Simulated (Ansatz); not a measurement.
**What DFT gives for TiC (Fm-3m)**

Conventional cell: a = 4.293 Å, b = 4.293 Å, c = 4.293 Å, α = 90.00°, β = 90.00°, γ = 90.00°. Ti (atom 1) has 6 C at 2.15 Å as nearest neighbours. C (atom 2) has 6 Ti at 2.15 Å as nearest neighbours.

Ansatz runs use the cell relaxed by PAW under their functional.

(1) What do its conduction electrons give? (PBEsol, all-electron LAPW in Ansatz 0.2.0, scalar-relativistic; a = 4.293 Å; k mesh 14×14×14, fine mesh 24×24×24, Fermi-Dirac smearing of 0.100 eV, basis error target 1 meV/atom)

(2) How stiff is it? (PBEsol, all-electron LAPW in Ansatz 0.2.0, scalar-relativistic; a = 4.293 Å; k mesh 18×18×18, strains of ±0.005, Fermi-Dirac smearing of 0.080 eV, basis error target 0.5 meV/atom)

(3) How does it vibrate? (PBEsol, all-electron LAPW in Ansatz 0.2.0, scalar-relativistic; a = 4.294 Å; k mesh 16×16×16, Fermi-Dirac smearing of 0.100 eV, basis error target 0.5 meV/atom; q mesh 2×2×2)

Results:

(1) Fermi-surface sums: N(E_F) = 0.15 states/eV/atom, ħω_p (r.m.s. of x, y, z) = 3.6 eV, Fermi speed = 0.52×10⁶ m/s.

(2) Elastic moduli (Hill averages, relaxed ions; θ_D from sound speeds over directions): B = 268 GPa, G = 188 GPa, C11 = 555 GPa, C44 = 172 GPa, ν = 0.215, θ_D = 937 K.

(3) Harmonic phonons by finite displacements (negative means unstable): highest mode = 732 cm⁻¹, lowest at L = 270 cm⁻¹, lowest at X = 297 cm⁻¹, highest at Γ = 542 cm⁻¹.

Keep in mind: these sums move with the mesh, by several per cent and more for small sheets (Fermi surface); responses of metals move with mesh and smearing (moduli, phonons).
